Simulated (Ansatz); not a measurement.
Ta (bcc (W type), Im-3m) at seven volumes, plane-wave PAW PBE (Ansatz code), scaled uniformly. One row is withheld.

```tsv
V (Å³/atom)	P (GPa)
16.635	22.34
17.183	13.73
17.732	6.34
18.280	0.00
18.829	?
19.377	-10.15
19.925	-14.23
```

Fit the shown pressures and predict the withheld one.

P = (3/2)B₀(x^(7/2) − x^(5/2))[1 + (3/4)(B′ − 4)(x − 1)] with x = (V₀/V)^(2/3). Least squares on the six rows gives V₀ = 18.280 Å³/atom, B₀ = 196 GPa, B′ = 4.01. At V = 18.829, x = 0.9805 and P = -5.47 GPa. The run itself gave -5.44 GPa.

Symmetry was held in the PBE relaxation. No spin polarisation was allowed. Scalar-relativistic: spin–orbit coupling is off unless named, which matters more the heavier the elements.

Potentials: the later of the program's two PAW sets.
